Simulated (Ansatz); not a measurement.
A geometry of ZrS2 away from equilibrium: step 2 of the relaxation of a relaxed ZrS2 cell displaced along its unstable phonon at q = (0, 0, ½) of its primitive reciprocal cell (53i cm⁻¹), largest move 0.15 Å. These are PBEsol (plane waves to 420 eV, PAW, scalar-relativistic; Ansatz, an electronic-structure program) values and carry that method's errors. Γ-centred k-mesh 8×8×3 on the run's cell (coarser than for final values), Fermi–Dirac smearing 0.05 eV.

```
CELL_PARAMETERS angstrom
      4.35780     0.00000     0.00000
      0.00000     4.40421     0.00000
      0.00000     0.00000    12.61383
ATOMIC_POSITIONS crystal
  Zr 0.00000 0.05333 0.00204
  Zr 0.00000 0.94667 0.50204
  Zr 0.50000 0.55333 0.24796
  Zr 0.50000 0.44667 0.74796
  S  0.00000 0.54680 0.10251
  S  0.00000 0.45320 0.60251
  S  0.50000 0.99681 0.40019
  S  0.50000 0.00319 0.90019
  S  0.00000 0.50319 0.34981
  S  0.00000 0.49681 0.84981
  S  0.50000 0.04680 0.14749
  S  0.50000 0.95320 0.64749
```

Q: Which atoms carry the largest force, and which way does it point?

A: 0.34 eV/Å, on Zr1, Zr2, Zr3, Zr4 (atoms numbered as listed); on Zr1 its components are (0.00, 0.33, -0.08).

Q: What is the pressure?

A: -0.4 GPa, compression positive.

No spin polarisation in the result.

The run could not lose the symmetry of its start: the end is stationary, and may be a saddle point rather than a minimum.

The end of the path is a generated cell of ZrS2: the first start was made by placing the elements on the sites of a structure type, and the end was not matched to a known phase here, so it may be hypothetical. Known forms of ZrS2 include space group No. 164.
